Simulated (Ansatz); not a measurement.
Given:

In2Te3:
```cif
data_In18Te27
_chemical_formula_sum 'In18 Te27'
_space_group_name_H-M_alt 'P 1'
_space_group_IT_number 1
_cell_length_a 13.02432
_cell_length_b 13.02432
_cell_length_c 13.02432
_cell_angle_alpha 60.000
_cell_angle_beta 60.000
_cell_angle_gamma 60.000
loop_
_space_group_symop_operation_xyz
  'x, y, z'
loop_
_atom_site_label
_atom_site_type_symbol
_atom_site_fract_x
_atom_site_fract_y
_atom_site_fract_z
_atom_site_occupancy
In1 In 0.09542 0.74650 0.74650 1
In2 In 0.74650 0.74650 0.41158 1
In3 In 0.74650 0.41158 0.09542 1
In4 In 0.41158 0.09542 0.74650 1
In5 In 0.41158 0.74650 0.74650 1
In6 In 0.09542 0.41158 0.74650 1
In7 In 0.74650 0.09542 0.41158 1
In8 In 0.74650 0.74650 0.09542 1
In9 In 0.09542 0.74650 0.41158 1
In10 In 0.74650 0.41158 0.74650 1
In11 In 0.74650 0.09542 0.74650 1
In12 In 0.41158 0.74650 0.09542 1
In13 In 0.41914 0.41914 0.08086 1
In14 In 0.41914 0.08086 0.08086 1
In15 In 0.08086 0.08086 0.41914 1
In16 In 0.08086 0.41914 0.41914 1
In17 In 0.08086 0.41914 0.08086 1
In18 In 0.41914 0.08086 0.41914 1
Te1 Te 0.64782 0.35218 0.35218 1
Te2 Te 0.35218 0.35218 0.64782 1
Te3 Te 0.35218 0.64782 0.64782 1
Te4 Te 0.64782 0.64782 0.35218 1
Te5 Te 0.64782 0.35218 0.64782 1
Te6 Te 0.35218 0.64782 0.35218 1
Te7 Te 0.29462 0.68382 0.01078 1
Te8 Te 0.68382 0.01078 0.01078 1
Te9 Te 0.01078 0.01078 0.29462 1
Te10 Te 0.01078 0.29462 0.68382 1
Te11 Te 0.01078 0.01078 0.68382 1
Te12 Te 0.29462 0.01078 0.01078 1
Te13 Te 0.68382 0.29462 0.01078 1
Te14 Te 0.01078 0.68382 0.29462 1
Te15 Te 0.01078 0.29462 0.01078 1
Te16 Te 0.68382 0.01078 0.29462 1
Te17 Te 0.29462 0.01078 0.68382 1
Te18 Te 0.01078 0.68382 0.01078 1
Te19 Te 0.67640 0.67640 0.67640 1
Te20 Te 0.67640 0.67640 0.97080 1
Te21 Te 0.67640 0.97080 0.67640 1
Te22 Te 0.97080 0.67640 0.67640 1
Te23 Te 0.34572 0.96283 0.34572 1
Te24 Te 0.96283 0.34572 0.34572 1
Te25 Te 0.34572 0.34572 0.34572 1
Te26 Te 0.34572 0.34572 0.96283 1
Te27 Te 0.00000 0.00000 0.00000 1
```

This is the PBEsol-relaxed structure.

### Question
All from plane-wave PAW PBEsol (Ansatz code), unless another level is named. Predict the electronic character.

### Answer
no gap, with almost no states at the Fermi level (zero-gap or semimetallic).

### Question
And the formation energy from the elements (no fitted shifts)?

### Answer
-0.22 eV/atom.

### Question
And the gap with spin–orbit coupling?

### Answer
none (metallic).

Space group F-43m. The first step of the workflow began from a Materials Project structure, measured or hypothetical; the Crystallography Open Database files this formula in space group No. 216, but the cells were not matched. Whether it is the stable phase at ambient conditions was not checked. The PBEsol relaxation kept the symmetry of its start; whether a distortion lowers the energy is not shown. A small band overlap can be real or an error of a semilocal functional. The references are the lowest solids computed at this level, not always the standard phases. Spin–orbit coupling is left out wherever it is not named.

Potentials: the earlier of the program's two PAW sets. The files were generated under PBE; for other functionals the program regenerates the frozen cores, and for LDA and PBEsol the local potential too.
